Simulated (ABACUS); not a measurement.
Consider a self-consistent single point of SnSe (Pnma, 8 atoms in the cell; from Materials Project mp-691, changed as shown).

```yaml
crystal:
  lattice:
    - [11.43117, 0.00000, 0.00000]
    - [0.00000, 4.04373, 0.00000]
    - [0.00000, 0.00000, 4.60689]
  atoms:
    - { symbol: Sn, position: [0.61879, 0.75000, 0.37655] }
    - { symbol: Sn, position: [0.38121, 0.25000, 0.62345] }
    - { symbol: Sn, position: [0.88121, 0.25000, 0.87655] }
    - { symbol: Sn, position: [0.11879, 0.75000, 0.12345] }
    - { symbol: Se, position: [0.14855, 0.25000, 0.50918] }
    - { symbol: Se, position: [0.85145, 0.75000, 0.49082] }
    - { symbol: Se, position: [0.35145, 0.75000, 0.00918] }
    - { symbol: Se, position: [0.64855, 0.25000, 0.99082] }
```

All values come from this method and carry its errors: PBE, numerical atomic orbitals DZP (confined pseudo-atomic orbitals with Gaussian additions; energy shift 0.003 Ry), PseudoDojo 0.5 standard norm-conserving PBE (tails mended) pseudopotentials in ABACUS 3.10.1.

ABACUS settings:

| setting | value |
|---|---|
| basis | DZP numerical atomic orbitals, energy shift 0.003 Ry |
| KPT | Gamma 2 4 4 0 0 0 |
| basis_type | lcao |
| dft_functional | PBE |
| ecutwfc | 100 Ry |
| smearing_method | fd |
| smearing_sigma | 0.00146997 Ry |
| potentials | PseudoDojo 0.5 standard norm-conserving PBE (tails mended) |
| symmetry | 1 |
| ks_solver | genelpa |
| scf_nmax | 100 |
| scf_thr | 1.0e-06 |
| mixing_type | pulay |

Question: Estimate, at this level of theory: gap on the k-point mesh, pressure and largest force (vector length).

Answer: The run gave:

* **Gap on the k-point mesh**: 1.02 eV
* **Pressure**: 5.40 GPa
* **Largest force (vector length)**: 0.823 eV/Å

The gap is read on the k-point mesh of the run and can differ from the gap over the whole zone at this level.

For comparison: a first run was changed to give this one (lattice scaled by 0.98), and from it to this one the free energy goes up by 35.8 meV/atom, the pressure goes from 1.69 to 5.40 GPa, the largest force goes from 0.362 to 0.823 eV/Å and the gap on the mesh goes from 1.160 to 1.025 eV.

The atom-centred basis is finite, which shifts total energies, pressures, gaps and forces against plane waves. The structure comes from a collection of computed structures, made at another level of theory; the collection holds predicted forms beside known ones.

Cost on one core: very roughly 40 core-seconds.

The atomic orbitals were generated for these runs; they are not ABACUS's published sets and were checked against plane waves on a few crystals only.

“Tails mended”: in these copies of the files the far tail of each local potential was reset to the Coulomb form.
